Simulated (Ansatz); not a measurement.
**Two states of CuSnF₆**

```yaml
crystal:
  lattice:
    - [5.50657, 0.00000, 0.00000]
    - [-2.26574, 4.57835, 0.00000]
    - [-0.23155, -3.07124, 4.27189]
  atoms:
    - { symbol: F, position: [0.74800, 0.11800, 0.87100] }
    - { symbol: F, position: [0.25200, 0.88200, 0.12900] }
    - { symbol: F, position: [0.73700, 0.87600, 0.26600] }
    - { symbol: F, position: [0.26300, 0.12400, 0.73400] }
    - { symbol: Sn, position: [0.50000, 0.00000, 0.50000] }
    - { symbol: Cu, position: [0.00000, 0.00000, 0.00000] }
    - { symbol: F, position: [0.25000, 0.49700, 0.36400] }
    - { symbol: F, position: [0.75000, 0.50300, 0.63600] }
```

The numbers come from plane-wave PAW DFT (Ansatz): r2SCAN, with U_eff = 6.4 eV on Cu d (all-electron-ortho-atomic projectors), 500 eV, 4×5×4 (shifted by 0.5, 0.5, 0.5 steps) k points, fermi-dirac occupations (width 0.1 eV). Nothing was relaxed.

State A: no moments (no spin polarisation). State B: Cu6 up (collinear spin).

Which state is lower, and how do they differ?

State B is lower by 205.7 meV an atom at zero smearing; in free energy at this smearing B lies -198.0 meV an atom from A.

```csv
state,free energy (meV/atom),largest moment in a small sphere (μB),net moment (μB/cell),gap on mesh (eV),pressure (GPa),largest force (eV/Å)
A,198.0,0.00,0.00,metal,1.4,0.49
B,0.0,0.87,1.00,4.46,1.2,0.43
```

Origin: a database entry at a rescaled volume. Caveats: an odd or shifted mesh can miss the band edges, so this level's true gap may be smaller; no spin-orbit coupling, which can shift this gap by tenths of an eV; odd electron count without spin polarisation, so a magnetic state may lie lower; the Fermi level lies in a narrow band between gaps, which spin or distortion may split; the k mesh is coarse if the cell is a metal.
